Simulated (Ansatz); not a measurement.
Values for one crystal, relaxed and computed with PBE (plane waves, PAW; program Ansatz); other levels are named.

| Property | Value |
|---|---|
| Volume per atom | 16.58 Å³ |
| Electronic character | metallic (no gap) |
| Bulk modulus (Birch–Murnaghan fit) | 1770 kbar |
| Gap with spin–orbit coupling | none (metallic) |
| Density of states at the Fermi level | 0.85 states/eV per atom (mean over ±0.08 eV) |
| Pressure derivative B′ | 4.6 |
| Formation energy from the elements (no fitted shifts) | -0.14 eV/atom |

Q: Pick the material that matches.
A. TiCo, CsCl type
B. FeCo, R-3m (Fe on 3a, Co on 3b)
C. NbPd, R-3m (Nb on 3a, Pd on 3b)
D. AlCo, CsCl type

A: C, NbPd, R-3m (Nb on 3a, Pd on 3b)

The first step of the workflow began from a Materials Project structure, measured or hypothetical; the Crystallography Open Database copy checked does not list it. With Nb and Pd taken as one species the cell has the higher symmetry Fm-3m, so it may be an ordered model of a mixed-site phase. Its standing as an ambient phase is unchecked. Symmetry was held in the PBE relaxation; its stability against distortions is not shown here. No spin polarisation was allowed. The references are the lowest solids computed at this level, not always the standard phases. Spin–orbit coupling is left out wherever it is not named.

Potentials: the later of the program's two PAW sets.
